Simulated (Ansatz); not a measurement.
Relaxed Sn (beta-Sn type, space group I4_1/amd):

```
CELL_PARAMETERS angstrom
     -5.94700     5.94700     3.21230
      0.00000     0.00000     3.21230
      0.00000     5.94700     0.00000
ATOMIC_POSITIONS crystal
  Sn 0.00000 0.25000 0.50000
  Sn 0.50000 0.25000 0.50000
  Sn 0.00000 0.00000 0.00000
  Sn 0.50000 0.00000 0.00000
```

A phonon eigenvector at M = (0.5, 0.5, 0.5) is frozen into this cell: atom i moves by Q times the vector below, so Q is the largest atomic displacement, in Å. The cell is held. It is one choice among 2 degenerate patterns. (q is in reciprocal vectors of the primitive cell; the cell shown is doubled to hold the pattern.)

```json
[
 {"atom": "Sn1", "x": "0.000", "y": "-1.000", "z": "0.000"},
 {"atom": "Sn2", "x": "0.000", "y": "1.000", "z": "0.000"},
 {"atom": "Sn3", "x": "0.000", "y": "1.000", "z": "0.000"},
 {"atom": "Sn4", "x": "0.000", "y": "-1.000", "z": "0.000"}
]
```

Method: PBE (plane waves to 420 eV, PAW, scalar-relativistic; Ansatz, a quantum-chemistry and plane-wave program). k mesh 16×16×16 (Γ-centred), Fermi-Dirac smearing 0.05 eV. With partly filled bands, energies and forces of such displacements shift with the k mesh and the smearing. Sn was relaxed with its symmetry unable to fall.

At one point of the scan the forces (eV/Å) are:

| atom | Fx | Fy | Fz |
|---|---|---|---|
| Sn1 | 0.000 | -0.693 | 0.077 |
| Sn2 | 0.000 | 0.693 | 0.077 |
| Sn3 | 0.000 | 0.693 | -0.077 |
| Sn4 | 0.000 | -0.693 | -0.077 |

**Question.** Which point is it?
A. Q = -0.150 Å
B. Q = -0.180 Å
C. Q = -0.030 Å
D. Q = -0.090 Å

**Answer.** D, Q = -0.090 Å

(For displaced atoms, the force is minus the slope of the energy, and its curvature is a force constant, which sets phonon frequencies.)
